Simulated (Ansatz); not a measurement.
Question: TaAs in space group I4_1md (No. 109; Ta on 4a, As on 4a) is relaxed with the program Ansatz at the r²SCAN level (PAW). What lattice parameters of the conventional cell result?

Answer: a = 3.441 Å, c = 11.716 Å.

Question: Give the free coordinates with the occupied sites.

Answer: In one choice of origin and axes:

| atom | site | symmetry | x | y | z |
|---|---|---|---|---|---|
| Ta | 4a | 2mm. | 0.0000 | 0.5000 | 0.0000 |
| As | 4a | 2mm. | 0.0000 | 0.0000 | 0.3326 |

Question: Is it a metal or does it have a gap at this level?

Answer: No gap at this level.

The cell was relaxed with r²SCAN under the symmetry of its start. No spin polarisation was allowed. A small band overlap can be real or an error of a semilocal functional. Scalar-relativistic: spin–orbit coupling is off unless named, which matters more the heavier the elements.

Potentials: the earlier of the program's two PAW sets.
